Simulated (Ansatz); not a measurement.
MgTe (zinc blende, space group No. 216), PBE (plane waves, PAW; program Ansatz). The conduction-band minimum lies at Γ, with 1 equivalent valley. Second derivatives d²E/dk² of the lowest band at one valley (eV·Å²), along Cartesian directions:

```csv
direction,d²E/dk²
[100],45.13
[010],45.13
[001],45.13
[110],45.10
[101],45.10
[011],45.10
```

### Question
Find the principal effective masses, the density-of-states mass and the conductivity mass.

### Answer
Off-diagonal terms follow from H_xy = H[110] − (H_xx + H_yy)/2, and m*/mₑ = 7.620 eV·Å² over each eigenvalue: 0.17, 0.17, 0.17. One valley's DOS mass (m₁m₂m₃)^(1/3) = 0.17, conductivity mass 3/(Σ 1/mᵢ) = 0.17 mₑ.

### Question
What effective density of states Nc follows at 300 K for parabolic valleys?

### Answer
Nc = 2.509e19 × 1 × (0.17)^(3/2) ≈ 1.8e18 cm⁻³.

Space group F-43m (zinc blende). The PBE relaxation kept the symmetry of its start. Spin–orbit coupling is left out wherever it is not named.

Potentials: the later of the program's two PAW sets.

Edges and masses are those of Kohn–Sham bands, whose gap is no quasiparticle gap.
